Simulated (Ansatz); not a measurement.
# PIr₂ under pressure

Theory: DFT LDA, scalar-relativistic, plane waves, PAW (Ansatz). Cutoff 420 eV, 14×14×14 k-points (Γ-centred), Fermi-Dirac smearing of 0.15 eV. No spin polarisation. Phonons by linear response, acoustic sum rule imposed.

Equilibrium structure at this level:
```
P Ir
1.0
     0.00000    2.75323    2.75323
     2.75323    0.00000    2.75323
     2.75323    2.75323    0.00000
P Ir
1 2
Direct
  0.00000 0.00000 0.00000
  0.25000 0.25000 0.25000
  0.75000 0.75000 0.75000
```

In a metal, frequencies and elastic constants depend on the k mesh and the smearing, soft modes and shear constants most. Spin–orbit coupling is left out, which can shift energies with elements as heavy as these.

Optical modes at Γ (cm⁻¹) at zero pressure: 186, 333.

Q: Under hydrostatic pressure the same modes lie at 190, 341 cm⁻¹. What is the pressure, and how much has the cell shrunk?

A: 3 GPa; the volume is 0.9 % smaller.